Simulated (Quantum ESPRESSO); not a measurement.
Quadrupole interaction in Ga₂O₃

```
CELL_PARAMETERS angstrom
      2.49870     1.44263     4.48355
     -2.49870     1.44263     4.48355
      0.00000    -2.88525     4.48355
ATOMIC_POSITIONS crystal
  Ga 0.85559 0.85559 0.85559
  Ga 0.14441 0.14441 0.14441
  Ga 0.64441 0.64441 0.64441
  Ga 0.35559 0.35559 0.35559
  O  0.75000 0.44684 0.05316
  O  0.25000 0.55316 0.94684
  O  0.05316 0.75000 0.44684
  O  0.94684 0.25000 0.55316
  O  0.44684 0.05316 0.75000
  O  0.55316 0.94684 0.25000
```
Geometry: a computed entry of the Materials Project; it was not checked against measured cells. It is Ga2O3 in R-3c. Stability against distortions was not tested.

Computed: field gradients by PBE PAW (JTH datasets; density from pw.x of a modified build of Quantum ESPRESSO, gradients reconstructed from it by a script), 22.5 Ha, k-mesh 6×6×6 through Γ.

| site | site symmetry | Vzz (a.u.) | η_Q | ∣C_Q∣ (MHz) |
|---|---|---|---|---|
| Ga (atoms 1, 2, 3, 4) | 3 | 0.256 | 0.00 | 10.3 (⁶⁹Ga) |
| O (atoms 5, 6, 7, 8, 9, 10) | 2 | -0.543 | 0.60 | 3.26 (¹⁷O) |

Quadrupole moments taken as inputs (sizes, barn, from the tables of PySCF and pymatgen): ⁶⁹Ga 0.171, ¹⁷O 0.0256.

Principal values are ordered |Vxx| ≤ |Vyy| ≤ |Vzz|, η = (Vxx − Vyy)/Vzz, and C_Q = eQVzz/h is given by its size. Cores are frozen. Against all-electron runs on small test molecules, this scheme's |Vzz| missed by −8 % on Ga, −2 to +6 % on O. Static lattice: thermal averaging is not included.
